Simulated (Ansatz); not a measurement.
Clean, relaxed (100) surface of Rh, space group Fm-3m (No. 225) (top face towards +c; atoms held fixed, by place in the list: 1, 2):

```
CELL_PARAMETERS angstrom
2.67286 0.00000 0.00000
0.00000 2.67286 0.00000
0.00000 0.00000 22.66999
ATOMIC_POSITIONS crystal
Rh 0.50000 0.50000 0.37495
Rh 0.00000 0.00000 0.45832
Rh 0.50000 0.50000 0.54191
Rh 0.00000 0.00000 0.62202
```

Level of theory: DFT PBEsol, scalar-relativistic, plane waves, PAW in Ansatz. Settings: cutoff 420 eV, Γ-centred mesh 11×11×1 on the computed 4-atom cell, Gaussian smearing of 0.10 eV; no spin polarisation. A dipole correction removes the field between periodic images along c.

C (atom) is put at the bridge (Rh-Rh) at (0.00, 0.50) site, one adsorbate per 7.1 Å², and relaxed. E_ads counts from the clean slab and the free adsorbate (spin-polarised where it has unpaired electrons); negative means bound. Heights count from the highest slab atom after relaxation. Bonded neighbours lie within 1.25 times the sum of covalent radii (1.35 for H) and, on that scale, within 12 % of the closest. With the adsorbate the cell is lengthened along c to keep the vacuum.

Q: How strongly does it bind, and where does its anchoring atom end?

A: -6.18 eV; at (0.00, 0.50), 2 bonded neighbours (Rh).

Q: How high does its anchoring atom sit over the highest slab atom, and what is the shortest contact with the surface?

A: 1.25 Å; C–Rh 1.83 Å.

Q: The clean face has a work function of 5.23 eV. How does the adsorbate change it?

A: By +0.92 eV.

Each end is the local minimum or symmetric point that its start leads to. The slab is only 5.7 Å thick, so the energies aren't converged with thickness.

For at least one of the starts the bottom face's work function also shifts by over 0.1 eV: the slab is too thin to screen the adsorbate, so the work functions aren't converged with thickness.

The adsorbed runs have no spin polarisation, so weakly bound open-shell ends lie too high.